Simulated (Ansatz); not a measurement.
Consider the following.

NbSnS:
```xyz
6
Lattice="3.8799 0.0000 0.0000 0.0000 3.8799 0.0000 0.0000 0.0000 7.7528" Properties=species:S:1:pos:R:3 pbc="T T T"
Nb     0.0000     1.9399     5.4871
Nb     1.9399     0.0000     2.2656
Sn     0.0000     0.0000     0.0000
Sn     1.9399     1.9399     0.0000
S      1.9399     0.0000     4.8250
S      0.0000     1.9399     2.9277
```

This is the PBE-relaxed structure.

Problem. All from the program Ansatz at the PBE level (PAW), unless another level is named. Give the electronic character.

Solution. metallic (no gap).

Problem. What about the formation energy from the elements (no fitted shifts)?

Solution. -156 meV/atom.

Problem. Next, the density of states at the Fermi level?

Solution. 0.57 states/eV per atom (mean over ±0.08 eV).

Space group P4/nmm. The start of the workflow was typed in or built on a structure type; neither database checked (COD, Materials Project) lists it. Whether it is the stable phase at ambient conditions was not checked. The cell was relaxed with PBE under the symmetry of its start; whether a distortion lowers the energy is not shown. The workflow began spin-polarised and lost its moments. The references are the lowest solids computed at this level, not always the standard phases. Scalar-relativistic: spin–orbit coupling is off unless named, which matters more the heavier the elements.

Potentials: the earlier of the program's two PAW sets.
